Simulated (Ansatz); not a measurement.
Starting cell, Si (diamond):

```yaml
crystal:
  lattice:
    - [0.00000, 5.46988, 5.46988]
    - [2.73494, 0.00000, 2.73494]
    - [2.73494, 2.73494, 0.00000]
  atoms:
    - { symbol: Si, position: [0.25000, 0.50000, 0.50000] }
    - { symbol: Si, position: [0.75000, 0.50000, 0.50000] }
    - { symbol: Si, position: [0.37500, 0.75000, 0.75000] }
    - { symbol: Si, position: [0.87500, 0.75000, 0.75000] }
```

The atoms are displaced by Q × the pattern below (from a DFPT mode at L = (0.5, 0.0, 0.0), largest move 1; Q in Å), at fixed cell. (q is in reciprocal vectors of the primitive cell; the cell shown is doubled to hold the pattern.)

```
atom       x       y       z
----  ------  ------  ------
Si1   -0.577   0.577   0.577
Si2    0.577  -0.577  -0.577
Si3   -0.577   0.577   0.577
Si4    0.577  -0.577  -0.577
```

The numbers are results of PBE (plane waves to 420 eV, PAW, scalar-relativistic; Ansatz, an electronic-structure program), not measurements. k mesh 5×10×10 (Γ-centred), Fermi-Dirac smearing 0.05 eV. The energy includes the smearing's −TS. Si was relaxed with its symmetry unable to fall. The PAW data are Ansatz's earlier set. The zero of ΔE is the undisplaced structure.

Task: Give the computed ΔE (meV/cell) at Q (Å) = -0.100, -0.083, -0.033, -0.017, 0.017, 0.033, 0.083, 0.100.

Result: 
```csv
Q (Å),ΔE (meV/cell)
-0.100,344
-0.083,236
-0.033,37
-0.017,9
0.017,9
0.033,37
0.083,236
0.100,344
```

(A displaced cell: forces are minus the slopes of the energy, force constants its curvatures, and phonons follow from these.)
